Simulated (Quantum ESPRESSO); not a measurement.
## How field gradients follow strain in Cl$_{2}$ (Cmce)

```xyz
4
Lattice="3.2642 -2.0575 0.0000 3.2642 2.0575 0.0000 0.0000 0.0000 8.4024" Properties=species:S:1:pos:R:3 pbc="T T T"
Cl     3.2642    -1.5862     5.0814
Cl     3.2642     1.5862     3.3210
Cl     3.2642    -0.4712     0.8802
Cl     3.2642     0.4712     7.5222
```
Geometry: a computed entry of the Materials Project; it was not checked against measured cells. It is Cl2 in Cmce; whether this form has been observed was not checked. Stability against distortions was not tested. Forces on the atoms reach 0.39 eV/Å at this level.

Isotropic strain: all lattice vectors are scaled together, so the volume changes by about three times as much; fractional positions kept.

Method: field gradients by the PAW reconstruction of the field gradient on a scalar-relativistic PBE ground state (a modified build of Quantum ESPRESSO, JTH datasets), 25 Ha, k-mesh 7×7×3 through Γ. Values are those of the named site's first atom. Cores are frozen. Against all-electron runs on small test molecules, this scheme's |Vzz| missed by −3 to −9 % on Cl.

Unchanged cell: Vzz Cl (a.u.) = 5.422.

### Question
How do these values move along the path (lattice scale factor: 0.98, 1.02)?

### Answer
```csv
lattice scale factor,Vzz Cl (a.u.)
0.98,5.310
1,5.422
1.02,5.522
```
